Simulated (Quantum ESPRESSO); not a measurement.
Mo3Sc2Mg2Ag, finding a planted mistake in a log

A calculation, not a measurement. The program is pw.x of Quantum ESPRESSO 7.5 (plane-wave density functional theory). The cell is made up: eight metal atoms on a face-centred cubic lattice, with elements, volume, strain and displacements drawn at random and not relaxed, so it may be unstable or far from any real phase. PseudoDojo standard norm-conserving files set the functional (PBE unless stated); there is no spin polarisation or spin-orbit coupling, the Fermi-Dirac width of 0.25 eV means electrons at about 2900 K, and the masses in the input are unused placeholders. A spin test at this wide smearing found no moment, but such smearing suppresses magnetism that the real alloy may have.

Intended input:

```
&control calculation='scf', pseudo_dir='./dojo.nc.sr.pbe.v0_5.standard.upf', outdir='./o', disk_io='minimal', tprnfor=.true., tstress=.true. /
&system ibrav=0, nat=8, ntyp=4, nbnd=66, ecutwfc=87.97787729, nosym=.true., tot_charge=0,
 occupations='smearing', smearing='fd', degauss=0.0183746611
/
&electrons conv_thr=1.470e-08, electron_maxstep=70, mixing_beta=0.5 /
ATOMIC_SPECIES
Ag 1.0 Ag.upf
Mg 1.0 Mg.upf
Mo 1.0 Mo.upf
Sc 1.0 Sc.upf
CELL_PARAMETERS angstrom
0.0 2.1226 2.1226
0.0 4.2453 -4.2453
-8.4905 -2.1226 2.1226
ATOMIC_POSITIONS angstrom
Mo -0.0312 -0.0416 -0.0578
Mo -4.2717 -0.0137 0.0565
Sc -0.0379 2.1184 -2.1623
Sc -4.2352 2.1748 -2.1415
Mo -6.4097 0.0093 2.0647
Mg -2.1706 2.1682 0.0258
Ag -6.3126 2.1451 0.0104
Mg -2.0908 4.2321 -2.1325
K_POINTS automatic
8 4 3 1 1 1
```

The log is shortened where brackets say so; the opening notice, blank lines, dates and the lines on written files are dropped, and the path of the files is cut. It prints rydbergs, bohrs and kilobars, and counts compression as positive stress. Its total energy is the free energy E - TS of the whole cell.

Log of the intended run:

```
     Program PWSCF v.7.5
     Parallel version (MPI & OpenMP), running on       4 processor cores
     Number of MPI processes:                 4
     Threads/MPI process:                     1
     [start-up lines left out]
     bravais-lattice index     =            0
     lattice parameter (alat)  =       5.6726  a.u.
     unit-cell volume          =    1032.6102 (a.u.)^3
     number of atoms/cell      =            8
     number of atomic types    =            4
     number of electrons       =       103.00
     number of Kohn-Sham states=           66
     kinetic-energy cutoff     =      87.9779  Ry
     charge density cutoff     =     351.9115  Ry
     scf convergence threshold =      1.5E-08
     mixing beta               =       0.5000
     number of iterations used =            8  plain     mixing
     Exchange-correlation= PBE
                           (   1   4   3   4   0   0   0)
     [axes and pseudopotential details left out]
   Cartesian axes
     site n.     atom                  positions (alat units)
         1        Mo     tau(   1) = (  -0.0103937  -0.0138583  -0.0192551  )
         2        Mo     tau(   2) = (  -1.4230416  -0.0045639   0.0188220  )
         3        Sc     tau(   3) = (  -0.0126257   0.7057076  -0.7203321  )
         4        Sc     tau(   4) = (  -1.4108822   0.7244963  -0.7134030  )
         5        Mo     tau(   5) = (  -2.1352786   0.0030981   0.6878184  )
         6        Mg     tau(   6) = (  -0.7230971   0.7222976   0.0085948  )
         7        Ag     tau(   7) = (  -2.1029314   0.7146023   0.0034646  )
         8        Mg     tau(   8) = (  -0.6965132   1.4098495  -0.7104048  )
     number of k points=    48  Fermi-Dirac smearing, width (Ry)=  0.0184
                       cart. coord. in units 2pi/alat
        k(    1) = (  -0.0810212   0.0883873   0.0000010), wk =   0.0416667
        k(    2) = (   0.1546783   0.0883873   0.0000010), wk =   0.0416667
     [further k points left out]
     Dense  grid:   115003 G-vectors     FFT dimensions: (  36,  72, 108)
     Estimated max dynamical RAM per process >     358.08 MB
     Estimated total dynamical RAM >       1.32 GB
     Initial potential from superposition of free atoms
     starting charge     102.9884, renormalised to     103.0000
     Starting wfcs are   70 randomized atomic wfcs
     total cpu time spent up to now is        5.4 secs
     per-process dynamical memory:   280.9 Mb
     Self-consistent Calculation
     iteration #  1     ecut=    87.98 Ry     beta= 0.50
     Davidson diagonalization with overlap
     ethr =  1.00E-02,  avg # of iterations =  3.8
     total cpu time spent up to now is       17.8 secs
     total energy              =   -1161.24185129 Ry
     estimated scf accuracy    <       2.55679017 Ry
     iteration #  2     ecut=    87.98 Ry     beta= 0.50
     Davidson diagonalization with overlap
     ethr =  2.48E-03,  avg # of iterations =  5.9
     total cpu time spent up to now is       31.9 secs
     total energy              =   -1161.31925604 Ry
     estimated scf accuracy    <      16.91112169 Ry
     [iterations 3 to 17 left out]
     iteration # 18     ecut=    87.98 Ry     beta= 0.50
     Davidson diagonalization with overlap
     ethr =  3.86E-10,  avg # of iterations =  1.0
     total cpu time spent up to now is      205.4 secs
     total energy              =   -1162.70275559 Ry
     estimated scf accuracy    <       0.00000005 Ry
     iteration # 19     ecut=    87.98 Ry     beta= 0.50
     Davidson diagonalization with overlap
     ethr =  5.04E-11,  avg # of iterations =  2.0
     total cpu time spent up to now is      214.9 secs
     End of self-consistent calculation
     [lines on levels left out]
!    total energy              =   -1162.70275559 Ry
     estimated scf accuracy    <          8.2E-09 Ry
     smearing contrib. (-TS)   =      -0.13375765 Ry
     internal energy E=F+TS    =   -1162.56899793 Ry
     The total energy is F=E-TS. E is the sum of the following terms:
     one-electron contribution =    -519.43635682 Ry
     hartree contribution      =     288.87048088 Ry
     xc contribution           =    -172.01575719 Ry
     ewald contribution        =    -759.98736480 Ry
     convergence has been achieved in  19 iterations
     Forces acting on atoms (cartesian axes, Ry/au):
     atom    1 type  3   force =     0.04366879    0.02491402   -0.01694676
     atom    2 type  3   force =    -0.03551476   -0.01276836    0.01418858
     atom    3 type  4   force =     0.05250055   -0.00596259    0.01338925
     atom    4 type  4   force =    -0.04932819    0.00362151   -0.00664691
     atom    5 type  3   force =     0.00409681   -0.00722590    0.00713353
     atom    6 type  2   force =     0.00437467   -0.03595147    0.02588626
     atom    7 type  1   force =    -0.00917279    0.00168664   -0.00509370
     atom    8 type  2   force =    -0.01062508    0.03168614   -0.03191025
     Total force =     0.119381     Total SCF correction =     0.000253
     Computing stress (Cartesian axis) and pressure
          total   stress  (Ry/bohr**3)                   (kbar)     P=      -38.95
  -0.00022518  -0.00007773   0.00014123          -33.13      -11.43       20.78
  -0.00007773  -0.00026463  -0.00006683          -11.43      -38.93       -9.83
   0.00014123  -0.00006683  -0.00030461           20.78       -9.83      -44.81
     init_run     :      5.11s CPU      5.31s WALL (       1 calls)
     electrons    :    207.69s CPU    209.50s WALL (       1 calls)
     forces       :      1.38s CPU      1.39s WALL (       1 calls)
     stress       :      4.60s CPU      4.60s WALL (       1 calls)
     [timing details left out]
     PWSCF        :   3m38.88s CPU   3m40.94s WALL
     JOB DONE.
```

A second run was made from an input with one planted mistake. Its log:

```
     Program PWSCF v.7.5
     Parallel version (MPI & OpenMP), running on       4 processor cores
     Number of MPI processes:                 4
     Threads/MPI process:                     1
     [start-up lines left out]
     bravais-lattice index     =            0
     lattice parameter (alat)  =       5.6726  a.u.
     unit-cell volume          =    1032.6102 (a.u.)^3
     number of atoms/cell      =            8
     number of atomic types    =            4
     number of electrons       =       103.00
     number of Kohn-Sham states=           66
     kinetic-energy cutoff     =      87.9779  Ry
     charge density cutoff     =     351.9115  Ry
     scf convergence threshold =      1.5E-08
     mixing beta               =       0.5000
     number of iterations used =            8  plain     mixing
     Exchange-correlation= PBE
                           (   1   4   3   4   0   0   0)
     [axes and pseudopotential details left out]
   Cartesian axes
     site n.     atom                  positions (alat units)
         1        Mo     tau(   1) = (  -0.0103937  -0.0138583  -0.0192551  )
         2        Mo     tau(   2) = (  -1.4230416  -0.0045639   0.0188220  )
         3        Sc     tau(   3) = (  -0.0126257   0.7057076  -0.7203321  )
         4        Sc     tau(   4) = (  -1.4541894   0.7244963  -0.7134030  )
         5        Mo     tau(   5) = (  -2.1352786   0.0030981   0.6878184  )
         6        Mg     tau(   6) = (  -0.7230971   0.7222976   0.0085948  )
         7        Ag     tau(   7) = (  -2.1029314   0.7146023   0.0034646  )
         8        Mg     tau(   8) = (  -0.6965132   1.4098495  -0.7104048  )
     number of k points=    48  Fermi-Dirac smearing, width (Ry)=  0.0184
                       cart. coord. in units 2pi/alat
        k(    1) = (  -0.0810212   0.0883873   0.0000010), wk =   0.0416667
        k(    2) = (   0.1546783   0.0883873   0.0000010), wk =   0.0416667
     [further k points left out]
     Dense  grid:   115003 G-vectors     FFT dimensions: (  36,  72, 108)
     Estimated max dynamical RAM per process >     358.08 MB
     Estimated total dynamical RAM >       1.32 GB
     Initial potential from superposition of free atoms
     starting charge     102.9884, renormalised to     103.0000
     Starting wfcs are   70 randomized atomic wfcs
     total cpu time spent up to now is        5.2 secs
     per-process dynamical memory:   280.9 Mb
     Self-consistent Calculation
     iteration #  1     ecut=    87.98 Ry     beta= 0.50
     Davidson diagonalization with overlap
     ethr =  1.00E-02,  avg # of iterations =  3.8
     total cpu time spent up to now is       17.1 secs
     total energy              =   -1161.35945521 Ry
     estimated scf accuracy    <       2.40300719 Ry
     iteration #  2     ecut=    87.98 Ry     beta= 0.50
     Davidson diagonalization with overlap
     ethr =  2.33E-03,  avg # of iterations =  6.0
     total cpu time spent up to now is       31.4 secs
     total energy              =   -1161.14440710 Ry
     estimated scf accuracy    <      17.99370183 Ry
     [iterations 3 to 18 left out]
     iteration # 19     ecut=    87.98 Ry     beta= 0.50
     Davidson diagonalization with overlap
     ethr =  1.70E-10,  avg # of iterations =  1.4
     total cpu time spent up to now is      214.7 secs
     total energy              =   -1162.71147837 Ry
     estimated scf accuracy    <       0.00000006 Ry
     iteration # 20     ecut=    87.98 Ry     beta= 0.50
     Davidson diagonalization with overlap
     ethr =  5.39E-11,  avg # of iterations =  1.9
     total cpu time spent up to now is      223.9 secs
     End of self-consistent calculation
     [lines on levels left out]
!    total energy              =   -1162.71147838 Ry
     estimated scf accuracy    <          4.0E-09 Ry
     smearing contrib. (-TS)   =      -0.13299229 Ry
     internal energy E=F+TS    =   -1162.57848608 Ry
     The total energy is F=E-TS. E is the sum of the following terms:
     one-electron contribution =    -526.20603415 Ry
     hartree contribution      =     292.24163247 Ry
     xc contribution           =    -172.02948741 Ry
     ewald contribution        =    -756.58459700 Ry
     convergence has been achieved in  20 iterations
     Forces acting on atoms (cartesian axes, Ry/au):
     atom    1 type  3   force =     0.04383376    0.02428360   -0.01642111
     atom    2 type  3   force =    -0.03530812   -0.01172331    0.01308110
     atom    3 type  4   force =     0.05263288   -0.00634280    0.01395361
     atom    4 type  4   force =    -0.02162051    0.00422618   -0.00750249
     atom    5 type  3   force =    -0.00236195   -0.00375493    0.00417210
     atom    6 type  2   force =    -0.00324558   -0.03141952    0.02170360
     atom    7 type  1   force =    -0.01557382   -0.00258811   -0.00090345
     atom    8 type  2   force =    -0.01835666    0.02731888   -0.02808336
     Total force =     0.107287     Total SCF correction =     0.000228
     Computing stress (Cartesian axis) and pressure
          total   stress  (Ry/bohr**3)                   (kbar)     P=      -37.08
  -0.00021738  -0.00006924   0.00013077          -31.98      -10.19       19.24
  -0.00006924  -0.00025008  -0.00006055          -10.19      -36.79       -8.91
   0.00013077  -0.00006055  -0.00028879           19.24       -8.91      -42.48
     init_run     :      4.87s CPU      5.04s WALL (       1 calls)
     electrons    :    217.44s CPU    218.77s WALL (       1 calls)
     forces       :      1.39s CPU      1.40s WALL (       1 calls)
     stress       :      4.53s CPU      4.53s WALL (       1 calls)
     [timing details left out]
     PWSCF        :   3m48.42s CPU   3m49.95s WALL
     JOB DONE.
```

Question: the log repeats what the program read. Compare it with the intended run: what was wrong in the second input?

Answer: one coordinate of one atom is wrong. The input lines that differ:

```
- Sc -4.2352 2.1748 -2.1415
+ Sc -4.3652 2.1748 -2.1415
```

|  | intended run | run with the mistake |
| --- | --- | --- |
| free energy (eV) | -15819.377 | -15819.496 |
| entropy term -TS, part of it (eV) | -1.820 | -1.809 |
| pressure (GPa) | -3.90 | -3.71 |
| size of the largest force component (eV/Å) | 1.350 | 1.353 |
| largest change of a force component (eV/Å) |  | 0.712 |
| iterations | 19 | 20 |

For scale, a rerun of the intended cell at a higher cutoff and on a denser mesh moved values by no more than 0.005 eV in energy, 0.02 GPa in stress and 0.006 eV/Å in force, and a second program with other atomic files agreed on that cell to 2 % rms in force and 0.5 GPa in pressure.